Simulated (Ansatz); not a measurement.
Starting structure of a cell relaxation (symmetry kept):

Space group Im-3m (No. 229). a = 5.686 Å, b = 5.686 Å, c = 5.686 Å, α = 90.00°, β = 90.00°, γ = 90.00°
```tsv
atom	site	symmetry	x	y	z
Fe	6b	4/mm.m	0.5000	0.0000	0.0000
Fe	8c	.-3m	0.2500	0.2500	0.7500
Co	2a	m-3m	0.0000	0.0000	0.0000
```

Computed with DFT PBEsol, scalar-relativistic, plane waves, PAW in Ansatz.

Cutoff 420 eV; k points 10×10×10 on the computed 8-atom cell (Γ-centred); Gaussian smearing, width 0.10 eV; collinear spin from starting moments 2.64 2.64 2.64 2.78 2.78 2.78 2.78 2 μB.

Task: What does it relax to?

Result: The volume falls by 0.58 Å³/atom to 10.91 Å³/atom, and the energy falls by 17.9 meV/atom. The cell ends with a moment of 17.52 μB (only this magnetic start was tried). Final structure:
Space group Im-3m (No. 229). a = 5.590 Å, b = 5.590 Å, c = 5.590 Å, α = 90.00°, β = 90.00°, γ = 90.00°
```tsv
atom	site	symmetry	x	y	z
Fe	6b	4/mm.m	0.5000	0.0000	0.0000
Fe	8c	.-3m	0.2500	0.2500	0.7500
Co	2a	m-3m	0.0000	0.0000	0.0000
```

Only parallel moments were tried here.